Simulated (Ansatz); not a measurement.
This Al5InAs6 structure is the end of a relaxation. The cell was found from a structure generator's guess, not taken from experiment.

These are results of DFT PBE, scalar-relativistic, plane waves, PAW (Ansatz 0.2.0), not measurements. Cutoff 420 eV, Γ-centred mesh, Gaussian smearing, no spin polarisation.

```xyz
12
Lattice="7.0865 0.0000 0.0000 -3.5433 6.1371 0.0000 0.0000 0.0000 6.7247" Properties=species:S:1:pos:R:3 pbc="T T T"
Al    1.1988    2.0763    0.0020
Al   -2.3445    4.0608    0.0020
Al    4.6890    0.0000    0.0020
Al    3.5433    2.0457    3.3683
Al    0.0000    4.0914    3.3683
In    0.0000    0.0000    3.3746
As    1.2500    2.1651    2.4865
As   -2.2932    3.9720    2.4865
As    4.5864    0.0000    2.4865
As    3.5433    2.0457    5.8629
As    0.0000    4.0914    5.8629
As    0.0000    0.0000    6.0425
```

Formation energies are uncorrected and refer to the elements' standard structures at the same level.

(1) Find its symmetry and describe it.

(2) What is its formation energy per atom?

(3) Is it a metal?

Results:

(1) P31m (No. 157), with Al and In ordered on wurtzite sites. Conventional cell: a = 7.087 Å, c = 6.725 Å. Around Al on a site of symmetry m lie 4 As at 2.49–2.50 Å; Al on a site of symmetry 3 is surrounded by 4 As at 2.46–2.49 Å; In has 4 As at 2.65–2.67 Å; around As on a site of symmetry m lie 3 Al at 2.46–2.49 Å and 1 In at 2.65 Å; 2 more sites not described.

(2) −0.438 eV/atom. It lies below the elements, which doesn't yet make it stable against other compounds or structures.

(3) No, the gap on the 6×6×4 mesh is 1.35 eV.

The last run used a 6×6×4 mesh (in the run's order of axes) for its 12-atom cell and Gaussian smearing of 0.02 eV. Kohn–Sham gaps at this level usually fall short of measured ones. The reference form of As is held partly by dispersion forces, which this level lacks. A later test with randomly moved atoms came back to the same energy, though modes that don't fit the test's cell weren't probed.
